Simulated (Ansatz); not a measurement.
Values for one crystal, relaxed and computed with plane-wave PAW r²SCAN+D4 (Ansatz code); other levels are named.

- Volume per atom: 31.52 Å³
- Band gap: 0.50 eV (smallest direct gap 0.52 eV)
- Valence-band maximum: at M
- Conduction-band minimum: at Z (2 equivalent valleys)
- Formation energy from the elements (no fitted shifts): -0.35 eV/atom
- Electron effective mass: 0.31, 0.33, 0.33 mₑ (principal values)
- Hole effective mass: 0.39, 0.39, 4.8 mₑ (principal values)

**Question.** Pick the material that matches.
A) MnTl2GeTe4, I-42m (Mn on 2b, Tl on 4c, Ge on 2a, Te on 8i)
B) TlF, rock salt
C) TlI, CsCl type
D) TePb, rock salt

**Answer.** A, MnTl2GeTe4, I-42m (Mn on 2b, Tl on 4c, Ge on 2a, Te on 8i)

The workflow started from a Materials Project entry (that database holds measured and hypothetical structures alike); the Crystallography Open Database files this formula in space group No. 121, but the cells were not matched. Its standing as an ambient phase is unchecked. Symmetry was held in the r²SCAN+D4 relaxation; its stability against distortions is not shown here. The final state is ferromagnetic, the only order run, not a proven ground state. The cell computed holds one magnetic atom, so no antiferromagnetic order was within reach. Other orbital occupations within this spin state were not tried. No Hubbard U is applied. The references are the lowest solids computed at this level, not always the standard phases. The manganese reference at this level is a Cmcm phase, not α-Mn. Spin–orbit coupling is left out wherever it is not named.

Potentials: the later of the program's two PAW sets.
